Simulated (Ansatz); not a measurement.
**Property card for In$_{3}$Co**

In3Co:
```
CELL_PARAMETERS angstrom
      6.76531     0.00000     0.00000
      0.00000     6.76531     0.00000
      0.00000     0.00000     7.01065
ATOMIC_POSITIONS crystal
  In 0.50000 0.00000 0.00000
  In 0.50000 0.00000 0.50000
  In 0.00000 0.50000 0.50000
  In 0.00000 0.50000 0.00000
  In 0.65448 0.65448 0.25613
  In 0.34552 0.34552 0.74387
  In 0.84552 0.15448 0.75613
  In 0.15448 0.84552 0.24387
  In 0.34552 0.34552 0.25613
  In 0.65448 0.65448 0.74387
  In 0.15448 0.84552 0.75613
  In 0.84552 0.15448 0.24387
  Co 0.84970 0.84970 0.00000
  Co 0.15030 0.15030 0.00000
  Co 0.65030 0.34970 0.50000
  Co 0.34970 0.65030 0.50000
```

Space group P4_2/mnm (No. 136); conventional cell a = b = 6.765 Å, c = 7.011 Å, α = β = γ = 90.00°.

Method: DFT-PBEsol in the program Ansatz with PAW potentials. Structure relaxed to zero pressure with the same functional. Other levels are named where they apply.

**Cell and energy**

| Item | Result |
|---|---|
| Volume per atom | 20.05 Å³ |
| Density | 8.35 g/cm³ |
| Formation energy from the elements (no fitted shifts) | -0.063 eV/atom |

**Electronic structure**

| Property | Value |
|---|---|
| Electronic character | metallic (no gap) |
| Density of states at the Fermi level | 0.23 states/eV per atom (mean over ±0.08 eV) |
| Gap with spin–orbit coupling | none (metallic) |

**Mechanics**

| Property | Value |
|---|---|
| Bulk modulus (Birch–Murnaghan fit) | 85.7 GPa |
| Pressure derivative B′ | 5.0 |

The workflow started from a Materials Project entry (that database holds measured and hypothetical structures alike); the Crystallography Open Database files this formula in space group No. 136, but the cells were not matched. Its standing as an ambient phase is unchecked. The cell was relaxed with PBEsol under the symmetry of its start; its stability against distortions is not shown here. The run is not spin-polarised. Axis ratios of metals converge slowly with the k-mesh, so a and c are less sure than the volume. The references are the lowest solids computed at this level, not always the standard phases. Spin–orbit coupling is left out wherever it is not named.

Potentials: the later of the program's two PAW sets.
